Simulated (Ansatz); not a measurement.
With plane-wave PAW r²SCAN (Ansatz code), InSb in the hexagonal phase (P6_422; In on 3c, Sb on 3d) relaxes to a = 4.638 Å, c = 10.182 Å. Its formation energy from the elements is -0.12 eV/atom, with no fitted shifts.

Electronic character: no gap, with almost no states at the Fermi level (zero-gap or semimetallic).

Bader charges are In +0.51, Sb -0.51 e.

The start of the workflow was typed in or built on a structure type; neither database checked (COD, Materials Project) lists it. It is not the phase usual at ambient conditions (space group No. 216). The cell was relaxed with r²SCAN under the symmetry of its start; whether a distortion lowers the energy is not shown. The references are the lowest solids computed at this level, not always the standard phases. Scalar-relativistic: spin–orbit coupling is off unless named, which matters more the heavier the elements.

Potentials: the earlier of the program's two PAW sets.
